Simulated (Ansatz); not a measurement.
YSi₂:
```xyz
3
Lattice="0.0000 3.2522 3.2522 3.2522 0.0000 3.2522 3.2522 3.2522 0.0000" Properties=species:S:1:pos:R:3 pbc="T T T"
Y      0.0000     0.0000     0.0000
Si     1.6261     1.6261     1.6261
Si     4.8783     4.8783     4.8783
```

Relaxed with PBEsol. Special points in fractions of this cell's reciprocal vectors: Γ (0.000, 0.000, 0.000); X (0.500, 0.000, 0.500); U (0.625, 0.250, 0.625); K (0.375, 0.375, 0.750); L (0.500, 0.500, 0.500); W (0.500, 0.250, 0.750).

Question: List the band energies nearest the Fermi level at these points for the program Ansatz at the PBEsol level (PAW).

Answer: In eV from the Fermi level; about four levels below and three above (degenerate sets whole), none deeper than 8.9 eV; points with the same levels are listed once.

```csv
k,below,above
Γ,-3.90 -2.79 -2.79 -2.79,1.36 1.36 2.79 2.79 2.79
X,-6.62 -4.42 -1.91 -1.91,0.88 0.88 1.16
U,-6.96 -3.94 -2.27 -1.75,0.01 1.07 2.25
L,-7.00 -2.08 -2.08 -0.36,0.13 0.13 0.26
W,-3.52 -3.46 -0.58 -0.58,0.93 2.47 3.16
```

Space group Fm-3m (fluorite). A made-up cell: these elements were put on the sites of a structure type; neither database checked (COD, Materials Project) lists it. COD files the formula under space group No. 191, so this cell is another polymorph or a model. Whether it is the stable phase at ambient conditions was not checked. Symmetry was held in the PBEsol relaxation. At this level the phase is mechanically unstable. The run is not spin-polarised. Spin–orbit coupling is left out wherever it is not named.

Potentials: the later of the program's two PAW sets.
